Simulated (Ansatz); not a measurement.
In$_{2}$O$_{3}$:
```
In2O3
1.0
   -5.08092     5.08092     5.08092
    5.08092    -5.08092     5.08092
    5.08092     5.08092    -5.08092
In O
16 24
Cartesian
  2.54046   2.54046   2.54046
 -2.54046   2.54046   2.54046
  2.54046   2.54046  -2.54046
  2.54046  -2.54046   2.54046
  4.73568   0.00000   2.54046
  0.34524   0.00000   7.62137
  2.54046   4.73568   0.00000
  7.62137   0.34524   0.00000
  0.00000   2.54046   4.73568
  0.00000   7.62137   0.34524
  0.34524   5.08092   2.54046
  4.73568   5.08092  -2.54046
  2.54046   0.34524   5.08092
 -2.54046   4.73568   5.08092
  5.08092   2.54046   0.34524
  5.08092  -2.54046   4.73568
  3.96329   1.57017   3.88326
  6.19854   3.51075   3.88326
  1.11762   1.57017   6.27858
 -1.11762   3.51075   6.27858
  3.88326   3.96329   1.57017
  3.88326   6.19854   3.51075
  6.27858   1.11762   1.57017
  6.27858  -1.11762   3.51075
  1.57017   3.88326   3.96329
  3.51075   3.88326   6.19854
  1.57017   6.27858   1.11762
  3.51075   6.27858  -1.11762
  1.11762   3.51075   1.19766
 -1.11762   1.57017   1.19766
  3.96329   3.51075  -1.19766
  6.19854   1.57017  -1.19766
  1.19766   1.11762   3.51075
  1.19766  -1.11762   1.57017
 -1.19766   3.96329   3.51075
 -1.19766   6.19854   1.57017
  3.51075   1.19766   1.11762
  1.57017   1.19766  -1.11762
  3.51075  -1.19766   3.96329
  1.57017  -1.19766   6.19854
```

Relaxed with PBEsol. Special points in fractions of this cell's reciprocal vectors: Γ (0.000, 0.000, 0.000); H (0.500, -0.500, 0.500); N (0.000, 0.000, 0.500); P (0.250, 0.250, 0.250).

Q: List the band energies nearest the valence-band maximum at these points for PBEsol in the plane-wave PAW code Ansatz.

A: In eV from the valence-band maximum; about four levels below and three above (degenerate sets whole), none deeper than 8.9 eV; points with the same levels are listed once.

| k | below | above |
|---|---|---|
| Γ | -0.25 -0.25 -0.25 0.00 0.00 0.00 | 1.04 5.38 5.38 5.38 |
| H | -0.23 -0.23 -0.23 -0.16 | 4.01 4.01 4.01 |
| N | -0.15 -0.15 -0.04 -0.04 | 3.13 3.13 4.87 4.87 |
| P | -0.10 -0.10 -0.10 -0.10 | 3.75 3.75 3.75 3.75 |

Space group Ia-3 (bixbyite). Symmetry was held in the PBEsol relaxation. Spin–orbit coupling is left out wherever it is not named.

Potentials: the later of the program's two PAW sets.
